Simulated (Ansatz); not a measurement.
Si3P4:
```
CELL_PARAMETERS angstrom
     -4.04313     4.04313     4.04313
      4.04313    -4.04313     4.04313
      4.04313     4.04313    -4.04313
ATOMIC_POSITIONS crystal
  Si 0.25000 0.62500 0.37500
  Si 0.75000 0.87500 0.12500
  Si 0.37500 0.25000 0.62500
  Si 0.12500 0.75000 0.87500
  Si 0.62500 0.37500 0.25000
  Si 0.87500 0.12500 0.75000
  P  0.99937 0.99937 0.99937
  P  0.50000 0.00000 0.50063
  P  0.00000 0.50063 0.50000
  P  0.50063 0.50000 0.00000
  P  0.49937 0.49937 0.49937
  P  0.50000 0.00000 0.00063
  P  0.00063 0.50000 0.00000
  P  0.00000 0.00063 0.50000
```

This is the r²SCAN-relaxed structure.

All from r²SCAN in the plane-wave PAW code Ansatz, unless another level is named. Predict the bulk modulus (Birch–Murnaghan fit).

789 kbar.

What about the elastic constants (relaxed ions, GPa)?

C11 = 102, C12 = 66.1, C44 = 69.2.

Space group I-43d. A made-up cell: these elements were put on the sites of a structure type; neither database checked (COD, Materials Project) lists it. Whether it is the stable phase at ambient conditions was not checked. The r²SCAN relaxation kept the symmetry of its start; its stability against distortions is not shown here. A small band overlap can be real or an error of a semilocal functional. As this level gives no gap, shear constants depend on the k-mesh and smearing (Fermi–Dirac, 0.1 eV here).

Potentials: the earlier of the program's two PAW sets.
